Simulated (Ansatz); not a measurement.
Data:

LiSnAu:
```
LiSnAu
1.0
    4.68716     0.00000     0.00000
   -2.34358     4.05920     0.00000
    0.00000     0.00000     5.95727
Li Au Sn
2 2 2
Direct
  0.00000   0.00000   0.00000
  0.00000   0.00000   0.50000
  0.33333   0.66667   0.25000
  0.66667   0.33333   0.75000
  0.66667   0.33333   0.25000
  0.33333   0.66667   0.75000
```

This is the PBEsol-relaxed structure.

Q: All from the program Ansatz at the PBEsol level (PAW), unless another level is named. Predict the formation energy from the elements (no fitted shifts).

A: -0.45 eV/atom.

Q: And the density of states at the Fermi level?

A: 0.25 states/eV per atom (mean over ±0.08 eV).

Q: Predict the gap with spin–orbit coupling.

A: none (metallic).

Space group P6_3/mmc. The workflow started from an entry of the Crystallography Open Database (COD). Its standing as an ambient phase is unchecked. Symmetry was held in the PBEsol relaxation; its stability against distortions is not shown here. The references are the lowest solids computed at this level, not always the standard phases. Spin–orbit coupling is left out wherever it is not named.

Potentials: the later of the program's two PAW sets.
